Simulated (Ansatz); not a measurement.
Input, command and steps of an Ansatz relaxation.

```yaml
crystal:
  lattice:
    - [1.7866855079, 1.0315433589, 7.182703531]
    - [-1.7866855079, 1.0315433589, 7.182703531]
    - [0.0, -2.0630867179, 7.182703531]
  atoms:
    - { symbol: Cr, position: [0.3328991797, 0.3328991797, 0.3328991797], spin: 3.02 }
    - { symbol: S, position: [0.9405585134, 0.9405585134, 0.9405585134] }
    - { symbol: S, position: [0.7252187838, 0.7252187838, 0.7252187838] }
    - { symbol: Au, position: [0.8328901898, 0.8328901898, 0.8328901898] }
basis:
  ecutwfc: 500
kpoints:
  mp_grid: { grid: [9, 9, 9] }
hamiltonian:
  xc: r2scan
scf:
  occupations: { method: gaussian, width: 0.02 }
output:
  forces: true
  stress: true
  eigenvalues: true
  populations: true
  write_density: true
  write_potential: true
  elf: true
  volumetric_format: npy
magnetization:
  spin_polarized: true
relax:
  adjacent_minimum: "off"
  f_tol: 0.01
  max_steps: 30
  cell: { stress_tol: 0.1, fix: [volume] }
```

```bash
ansatz run input.yaml --threads 1 --pin off --max-ram 2560MiB --backend cpu --events-out ev --progress --plain --runs-dir out
```

Method: DFT r2SCAN, scalar-relativistic, plane waves, PAW (Ansatz 0.2.0).

The volume is held at 1.03 times that of the relaxed cell.

Of 5 frames 4 are shown, positions in Å and forces in eV/Å; the SCF threshold varies from step to step. Steps run on the plane waves of an earlier cell, with a Pulay correction in the pressure. The basis is chosen afresh for the last frame, the zero of the energies, and at times for earlier ones too; energy and pressure step there, also at an unchanged geometry.

```xyz
4
Lattice="1.7867 1.0315 7.1827 -1.7867 1.0315 7.1827 0.0000 -2.0631 7.1827" Properties=species:S:1:pos:R:3:forces:R:3 pbc="T T T" step=1 free_energy_over_end_meV_per_atom=1.14 pressure_GPa=-2.75
Cr    0.0000    0.0000    7.1733    0.0000    0.0000   -0.0029
S     0.0000    0.0000   20.2673    0.0000    0.0000    0.0015
S     0.0000    0.0000   15.6271    0.0000    0.0000    0.0019
Au    0.0000    0.0000   17.9472    0.0000    0.0000   -0.0004
4
Lattice="1.7960 1.0369 7.1083 -1.7960 1.0369 7.1083 0.0000 -2.0739 7.1083" Properties=species:S:1:pos:R:3:forces:R:3 pbc="T T T" step=2 free_energy_over_end_meV_per_atom=0.18 pressure_GPa=-2.01
Cr    0.0000    0.0000    7.0990    0.0000    0.0000   -0.0007
S     0.0000    0.0000   20.0710    0.0000    0.0000   -0.1028
S     0.0000    0.0000   15.4518    0.0000    0.0000    0.1038
Au    0.0000    0.0000   17.7614    0.0000    0.0000   -0.0002
4
Lattice="1.7943 1.0359 7.1218 -1.7943 1.0359 7.1218 0.0000 -2.0719 7.1218" Properties=species:S:1:pos:R:3:forces:R:3 pbc="T T T" step=3 free_energy_over_end_meV_per_atom=0.00 pressure_GPa=-2.15
Cr    0.0000    0.0000    7.1124    0.0000    0.0000   -0.0006
S     0.0000    0.0000   20.1031    0.0000    0.0000   -0.0157
S     0.0000    0.0000   15.4869    0.0000    0.0000    0.0163
Au    0.0000    0.0000   17.7950    0.0000    0.0000   -0.0001
4
Lattice="1.7944 1.0360 7.1213 -1.7944 1.0360 7.1213 0.0000 -2.0720 7.1213" Properties=species:S:1:pos:R:3:forces:R:3 pbc="T T T" step=5 free_energy_over_end_meV_per_atom=0.00 pressure_GPa=-2.14
Cr    0.0000    0.0000    7.1119    0.0000    0.0000   -0.0002
S     0.0000    0.0000   20.1010    0.0000    0.0000   -0.0003
S     0.0000    0.0000   15.4866    0.0000    0.0000    0.0005
Au    0.0000    0.0000   17.7938    0.0000    0.0000    0.0000
```

The state reached may not be the lowest one. Spin-orbit coupling is left out, which matters for the bands of heavy elements. The cell holds one magnetic atom, so it can only be ferromagnetic; an antiferromagnetic order may lie lower.